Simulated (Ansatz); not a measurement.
In₃B: zone-centre modes

These are results of Ansatz 0.2.0, DFT PBE, scalar-relativistic, plane waves, PAW, not measurements. Cutoff 420 eV, 10×10×10 k-points (Γ-centred), Fermi-Dirac smearing of 0.15 eV. No spin polarisation. Phonons by linear response, acoustic sum rule imposed.

The cell, relaxed at this level:
```
CELL_PARAMETERS angstrom
4.46040 0.00000 0.00000
0.00000 4.46040 0.00000
0.00000 0.00000 4.46040
ATOMIC_POSITIONS crystal
In 0.00000 0.50000 0.50000
In 0.50000 0.00000 0.50000
In 0.50000 0.50000 0.00000
B 0.00000 0.00000 0.00000
```

Its imaginary modes show that this cell, built by swapping an element in a database structure, isn't a minimum of the energy. In a metal, frequencies and elastic constants depend on the k mesh and the smearing, soft modes and shear constants most.

Optical modes at Γ; i marks an imaginary frequency:
```json
{"frequency (cm⁻¹)": "165i", "degeneracy": "3"}
{"frequency (cm⁻¹)": "26", "degeneracy": "3"}
{"frequency (cm⁻¹)": "133", "degeneracy": "3"}
```

3 of the 9 optical modes are unstable, so the structure is a saddle point of the energy and would distort without enlarging its cell.

Whether In3B exists in this form wasn't checked.